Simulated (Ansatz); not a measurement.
HfO2 (fluorite)

```
CELL_PARAMETERS angstrom
      0.00000     2.54880     2.54880
      2.54880     0.00000     2.54880
      2.54880     2.54880     0.00000
ATOMIC_POSITIONS crystal
  Hf 0.00000 0.00000 0.00000
  O  0.25000 0.25000 0.25000
  O  0.75000 0.75000 0.75000
```

Equation-of-state scan: isotropic scaling of the cell above, V₀ being its volume. Symmetry pins the atoms to their sites.

Method: PBE (plane waves to 420 eV, PAW, scalar-relativistic; Ansatz, a first-principles code). k mesh 11×11×11 (Γ-centred), Fermi-Dirac smearing 0.05 eV. E stands for the smeared free energy. Compression counts positive. HfO2 is run without spin polarisation. HfO2 was relaxed with its symmetry unable to fall. Spin-orbit coupling is left out, though Hf is heavy. This is a high-temperature form of HfO2. The zero of ΔE is the relaxed starting cell.

The scan covers V/V₀ from 0.900 to 1.100 in 9 points.

Question: What is ΔE at V/V₀ = 0.900?

Answer: 101.6 meV/atom.

Question: What is ΔE at V/V₀ = 1.100?

Answer: 71.8 meV/atom.

Question: What pressure does the cell carry at V/V₀ = 0.900?

Answer: 32.3 GPa.

(Under strain, the slope of the energy per volume gives the stress and its curvature an elastic modulus.)
